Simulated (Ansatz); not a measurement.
Consider the following.

Ge (β-Sn type, space group No. 141), a = b = 5.1453 Å, c = 2.8202 Å, α = β = γ = 90.00°; the cell used has 2 atoms.

This is the r²SCAN-relaxed structure.

All from r²SCAN in the plane-wave PAW code Ansatz, unless another level is named. Give the electronic character.

metallic (no gap).

What about the density of states at the Fermi level?

0.36 states/eV per atom (mean over ±0.08 eV).

What about the gap with spin–orbit coupling?

none (metallic).

Space group I4_1/amd (β-Sn type). This is a known high-pressure phase of the composition, computed here at zero pressure and temperature. The cell was relaxed with r²SCAN under the symmetry of its start; of distortions, only those at the zone centre were tested. Spin–orbit coupling is left out wherever it is not named.

Potentials: the earlier of the program's two PAW sets.
